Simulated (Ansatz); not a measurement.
**Varying the input for GaGe**

All trials start from this Ansatz input:

```yaml
crystal:
  lattice:
    - [0.0, 2.897844, 2.897844]
    - [2.897844, 0.0, 2.897844]
    - [2.897844, 2.897844, 0.0]
  atoms:
    - { symbol: Ga, position: [0.75, 0.75, 0.75] }
    - { symbol: Ge, position: [0.0, 0.0, 0.0] }
basis:
  ecutwfc: 420
kpoints:
  mp_grid: { grid: [4, 4, 4] }
hamiltonian:
  xc: pbe
scf:
  occupations: { method: gaussian, width: 0.1 }
output:
  forces: true
  stress: true
  eigenvalues: true
```

Command:

```bash
ansatz run input.yaml --threads 1 --pin off --max-ram 1331MiB --backend cpu --events-out ev --progress --plain --runs-dir out
```

The run converges in 7 SCF iterations on 8 irreducible k-points: pressure -0.39 GPa, no gap.

Settings here are deliberately varied, not converged. Each trial's input is given as a difference from the reference's; energies are extrapolated to zero smearing where there is one, and pressure is positive in compression. Charged cells sit in a uniform background, and their pressures hang on that convention.

Trial 1:

```diff
 basis:
+  ecutrho_ratio: 10
 kpoints:
-  mp_grid: { grid: [4, 4, 4] }
+  mp_grid: { grid: [1, 1, 1] }
 hamiltonian:
+  hubbard: { sites: [{ species: Ga, l: d, u_eff: 8.0 }] }
 scf:
-  occupations: { method: gaussian, width: 0.1 }
+  occupations: { method: tetrahedron }
+  max_iter: 60
 output:
+  dos: { projected: true }
```

The run converges in 8 SCF iterations on 1 irreducible k-point: pressure 38.12 GPa, no gap. It warns that the tetrahedra were set aside for another filling of the bands. Under a U the state reached may not be the lowest.

Trial 2:

```diff
+total_charge: -2
 kpoints:
-  mp_grid: { grid: [4, 4, 4] }
+  mp_grid: { kspacing: 0.77 }
 hamiltonian:
+  hubbard: { sites: [{ species: Ga, l: d, u_eff: 6.4 }] }
 scf:
-  occupations: { method: gaussian, width: 0.1 }
+  occupations: { method: tetrahedron }
+  mixing: { algorithm: anderson }
+  initial_density: { chi_scale: 0, normalization: atom }
+  max_iter: 83
+magnetization:
+  spin_polarized: true
```

The run converges in 17 SCF iterations on 4 irreducible k-points: pressure -3.63 GPa (with the neutralising background of the charged cell), no gap, cell moment 1.00 μB. It warns that the printed bands weren't solved further after the SCF; that the count of filled bands differs between k-points; that no starting moments were given; that the state wasn't tested for a lower one; that forces and stress under tetrahedra may miss the energy's slope.

Trial 3 (volume scaled):

```diff
 crystal:
   lattice:
-    - [0.0, 2.897844, 2.897844]
-    - [2.897844, 0.0, 2.897844]
-    - [2.897844, 2.897844, 0.0]
+    - [0.0, 3.249486272, 3.249486272]
+    - [3.249486272, 0.0, 3.249486272]
+    - [3.249486272, 3.249486272, 0.0]
-basis:
-  ecutwfc: 420
+basis: {}
 kpoints:
-  mp_grid: { grid: [4, 4, 4] }
+  mp_grid: { grid: [2, 2, 2] }
 hamiltonian:
-  xc: pbe
+  xc: pbesol
 scf:
+  eigensolver: { mixed_precision: false }
+  max_iter: 78
+magnetization:
+  spin_polarized: true
```

The run converges in 23 SCF iterations on 3 irreducible k-points: pressure -4.26 GPa, no gap, cell moment 0.50 μB (the reference has none, and so few k-points can make one). It warns that no starting moments were given.

Trial 4:

```diff
 basis:
-  ecutwfc: 420
+  ecutwfc: "28 Ry"
 scf:
+  n_extra_bands: 1
 output:
-  forces: true
+  forces: false
+magnetization:
+  noncollinear: true
+  spin_orbit: true
```

The run converges in 7 SCF iterations on 8 irreducible k-points: pressure -0.39 GPa, no gap. It warns that the cutoff lies under the recommended one, 420 eV for these potentials.